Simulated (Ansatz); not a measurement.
Here is the system:

NaI (rock salt)

```xyz
2
Lattice="0.0000 3.2645 3.2645 3.2645 0.0000 3.2645 3.2645 3.2645 0.0000" Properties=species:S:1:pos:R:3 pbc="T T T"
I      0.0000     0.0000     0.0000
Na     3.2645     3.2645     3.2645
```

Scan: atom 1 (I, nearest neighbour Na at 3.265 Å; its periodic images, 4.6 Å or more away, move with it) is displaced along Cartesian z, direction (0.000, 0.000, 1.000) in Cartesian axes, by s. The other atoms stay.

Method: PBE (plane waves to 420 eV, PAW, scalar-relativistic; Ansatz, a first-principles code). k mesh 7×7×7 (Γ-centred), Fermi-Dirac smearing 0.05 eV. E stands for the smeared free energy. Left out: 2 of 11 points, with atoms too close for the PAW data. NaI was relaxed with its symmetry unable to fall. Spin-orbit coupling is left out, though I is heavy. The zero of ΔE is the undisplaced structure.

The scan covers s from -0.784 to 0.784 Å in 9 points.

Question: Is this a single well or a double well?

Answer: A single well with its minimum at or next to zero displacement.

Question: Is the energy the same for equal positive and negative displacements?

Answer: Even: the same for both signs. With its periodic images moving along, the atom's site symmetry in this cell is m-3m.

Question: What force acts on the atom along the line at s = -0.784 Å?

Answer: 2.55 eV/Å.

Question: What is the energy change at s = 0.784 Å?

Answer: 588 meV/cell.

(A displaced cell: forces are minus the slopes of the energy, force constants its curvatures, and phonons follow from these.)
